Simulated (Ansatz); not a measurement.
## Sr5Ti2N6 — quadrupolar parameters

The cell is a Materials Project structure (computed, not necessarily an observed phase), taken as it stands.

Space group C2/c (No. 15); a = 10.6054, b = 6.8529, c = 13.5960 Å, β = 102.01°.

```csv
site,Wyckoff,site symmetry,x,y,z
Sr1,8f,1,0.5391,0.2375,0.0016
Sr5,8f,1,0.1560,0.8787,0.7219
Sr9,4e,2,0.5000,0.8559,0.7500
Ti,8f,1,0.7759,0.1085,0.5712
N15,8f,1,0.9445,0.0137,0.6238
N19,8f,1,0.6476,0.0247,0.6439
N23,8f,1,0.2885,0.8940,0.5744
```

One atom of each set is listed; the run and its k-mesh use a cell of 26 atoms with edges of 6.31, 6.31, 13.60 Å.

All values are calculated (Ansatz; DFT, LDA, plane waves and PAW, scalar-relativistic, 420 eV cutoff, Γ-centred 5×5×2 k-points, Fermi–Dirac smearing 0.02 eV), not measured.

V_zz is the principal component of the electric field gradient with the largest magnitude, η = (V_xx − V_yy)/V_zz and C_Q = eQV_zz/h. ν_Q = 3|C_Q|/[2I(2I − 1)].

⁸⁷Sr: I = 9/2, Q = 305.0 mb; 47Ti: I = 5/2, Q = 302.0 mb; ¹⁴N: I = 1, Q = 20.44 mb. Q values from Pyykkö, Mol. Phys. 116, 1328 (2018).

Problem. Which values are expected at the nuclei?

Solution. 

| site | atoms | first shell | C_Q (MHz) | η | ν_Q (MHz) |
| --- | --- | --- | --- | --- | --- |
| Sr1 | 4 | 4 N at 2.58–2.89 Å; also 2 N at 3.15–3.28 Å | -54.2 | 0.89 | 2.26 |
| Sr5 | 4 | 5 N at 2.53–2.71 Å | 81.2 | 0.48 | 3.38 |
| Sr9 | 2 | 6 N at 2.61–2.93 Å | -34.5 | 0.00 | 1.44 |
| Ti | 4 | 4 N at 1.90–1.96 Å | 48.8 | 0.31 | 7.32 |
| N15 | 4 | 1 Ti at 1.90 Å; also 5 Sr at 2.53–2.89 Å | -1.46 | 0.56 | 2.18 |
| N19 | 4 | 1 Ti at 1.93 Å; also 5 Sr at 2.61–2.89 Å | -1.30 | 0.34 | 1.96 |
| N23 | 4 | 2 Ti at 1.96 Å, angle 88°; also 4 Sr at 2.68–3.28 Å | -0.747 | 0.98 | 1.12 |

At N15 and N19 V_zz points along its bond to Ti (within 6°) in each case.

At this cell the LDA pressure is -5 GPa, so with LDA the cell would shrink if it were relaxed. The largest force is 0.6 eV/Å, so the atoms aren't at the calculated equilibrium and relaxing them would move these values. Without spin–orbit coupling (the program notes it for Sr) the gradients are little affected as a rule: paired runs on crystals with a gap mostly move them by under 2 % at such atoms. Where η is near 1 the sign of V_zz means little.
